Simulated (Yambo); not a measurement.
Absorption of NaHF₂ (space group R-3m, No. 166) with and without the electron-hole interaction (Yambo, PBEsol bands; 8×8×8 mesh, 6 valence and 2 conduction bands, static screening with 27 bands and a 4 Ry block, scissor 4.41 eV, Tamm-Dancoff; field along x). Axes are Cartesian, with cell vectors (Å) (1.74, 1.00, 4.60), (-1.74, 1.00, 4.60), (0.00, -2.01, 4.60).

| E (eV) | Im ε, BSE | Im ε, independent quasiparticles |
|---|---|---|
| 8.15 | 0.06 | 0.00 |
| 8.25 | 0.07 | 0.01 |
| 8.35 | 0.09 | 0.01 |
| 8.45 | 0.10 | 0.01 |
| 8.55 | 0.12 | 0.01 |
| 8.65 | 0.15 | 0.01 |
| 8.75 | 0.19 | 0.01 |
| 8.85 | 0.25 | 0.01 |
| 8.95 | 0.34 | 0.01 |
| 9.05 | 0.49 | 0.01 |
| 9.15 | 0.75 | 0.01 |
| 9.25 | 1.26 | 0.01 |
| 9.35 | 2.35 | 0.01 |
| 9.45 | 4.32 | 0.01 |
| 9.55 | 4.63 | 0.01 |
| 9.65 | 2.65 | 0.01 |
| 9.75 | 1.40 | 0.01 |
| 9.85 | 0.82 | 0.01 |
| 9.95 | 0.53 | 0.01 |
| 10.05 | 0.37 | 0.01 |
| 10.15 | 0.28 | 0.01 |
| 10.25 | 0.22 | 0.01 |
| 10.35 | 0.19 | 0.01 |
| 10.45 | 0.16 | 0.01 |
| 10.55 | 0.16 | 0.02 |
| 10.65 | 0.16 | 0.02 |
| 10.75 | 0.18 | 0.02 |
| 10.85 | 0.22 | 0.02 |
| 10.95 | 0.32 | 0.02 |
| 11.05 | 0.43 | 0.03 |
| 11.15 | 0.39 | 0.03 |
| 11.25 | 0.32 | 0.03 |
| 11.35 | 0.34 | 0.04 |
| 11.45 | 0.40 | 0.05 |
| 11.55 | 0.41 | 0.06 |
| 11.65 | 0.38 | 0.08 |
| 11.75 | 0.36 | 0.11 |
| 11.85 | 0.33 | 0.14 |
| 11.95 | 0.29 | 0.19 |
| 12.05 | 0.26 | 0.26 |
| 12.15 | 0.27 | 0.31 |
| 12.25 | 0.30 | 0.40 |
| 12.35 | 0.33 | 0.46 |
| 12.45 | 0.37 | 0.48 |
| 12.55 | 0.42 | 0.48 |
| 12.65 | 0.47 | 0.46 |
| 12.75 | 0.47 | 0.45 |
| 12.85 | 0.46 | 0.45 |
| 12.95 | 0.40 | 0.45 |
| 13.05 | 0.37 | 0.49 |
| 13.15 | 0.34 | 0.59 |
| 13.25 | 0.34 | 0.64 |
| 13.35 | 0.30 | 0.67 |
| 13.45 | 0.29 | 0.66 |
| 13.55 | 0.29 | 0.60 |
| 13.65 | 0.32 | 0.61 |
| 13.75 | 0.35 | 0.62 |
| 13.85 | 0.41 | 0.58 |
| 13.95 | 0.38 | 0.56 |
| 14.05 | 0.36 | 0.58 |
| 14.15 | 0.34 | 0.62 |
| 14.25 | 0.35 | 0.66 |
| 14.35 | 0.39 | 0.71 |
| 14.45 | 0.37 | 0.70 |
| 14.55 | 0.38 | 0.71 |
| 14.65 | 0.35 | 0.71 |
| 14.75 | 0.33 | 0.78 |
| 14.85 | 0.28 | 0.80 |
| 14.95 | 0.29 | 0.70 |
| 15.05 | 0.32 | 0.62 |

The scissor comes from a G0W0 run whose convergence isn't established. Broadening 0.15 eV. The band window holds all transitions up to 17.6 eV. Fine structure above the onset can come from the mesh.

Geometry relaxed with PBE+D3(BJ); primitive cell a = b = c = 5.0179 Å, α = β = γ = 40.50°.
